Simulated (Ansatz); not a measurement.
A frame of Y4Zn15Cu from dynamics at 990 K, with the forces (eV/Å) computed on a k mesh in the last three columns. Level of theory: DFT PBE, scalar-relativistic, plane waves, PAW in Ansatz 0.2.0.

Settings: cutoff 420 eV, Γ-centred mesh 3×3×3 on the computed 20-atom cell, Fermi–Dirac smearing of 0.09 eV; no spin polarisation.

```xyz
20
Lattice="7.082 0.055 -0.043 0.055 7.538 0.038 -0.043 0.038 7.094" Properties=species:S:1:pos:R:3:forces:R:3 pbc="T T T"
Zn    4.555    4.456    0.964   -0.970    0.280   -0.180
Zn    0.261    5.025    0.108    0.070    0.560   -1.320
Zn    5.771    3.454    2.856    0.270    0.380    1.050
Zn    1.186    4.738    4.266   -1.430    0.590    0.760
Zn    5.660    2.765    5.245    0.050   -0.090    0.350
Zn    1.339    3.001    6.081   -0.530    0.000    0.390
Zn    1.114    3.772    1.860   -0.140   -1.270   -0.240
Zn    6.072    2.691    0.650    1.000   -1.510   -0.960
Zn    3.209    0.044    3.265    0.370   -0.950   -0.260
Zn    4.844    5.366    5.318   -0.400   -1.370    0.880
Zn    5.860    6.148    3.384    0.680   -0.500   -1.040
Zn    2.857    6.111    6.901   -0.200   -0.650    0.270
Zn    4.727    0.239    5.210   -0.610    0.230    1.790
Zn    2.775    5.308    2.638    1.210    0.640   -0.670
Zn    5.569    0.964    3.221    0.460    1.260   -1.540
Y     0.910    7.492    1.857   -1.360    0.000   -0.460
Y     3.175    1.237    0.443    2.200    1.260    0.030
Y     1.001    0.151    5.223   -1.300   -0.240    0.290
Y     2.927    2.614    3.665    1.090    0.420    0.950
Cu    5.573    6.584    0.440   -0.450    0.960   -0.070
```

Static pressure 5.0 GPa (no kinetic part), no gap on the mesh.

Counting as bonded all pairs within 1.3 times the summed covalent radii:

```csv
atom → neighbour,mean count,mean length (Å),spread (Å)
Cu → Y,3.00,3.27,0.30
Cu → Zn,6.00,2.64,0.22
Y → Cu,0.75,3.27,0.30
Y → Y,4.00,3.55,0.32
Y → Zn,10.25,3.24,0.34
Zn → Cu,0.40,2.64,0.22
Zn → Y,2.73,3.24,0.34
Zn → Zn,5.87,2.67,0.25
```

Angles between all pairs of such bonds at an atom (mean ± spread): 98 ± 33° at Cu, 95 ± 35° at Y, 98 ± 33° at Zn.

Cost: 1 run of about 4.6 core-minutes, on Arm Neoverse V1 (shared hosts).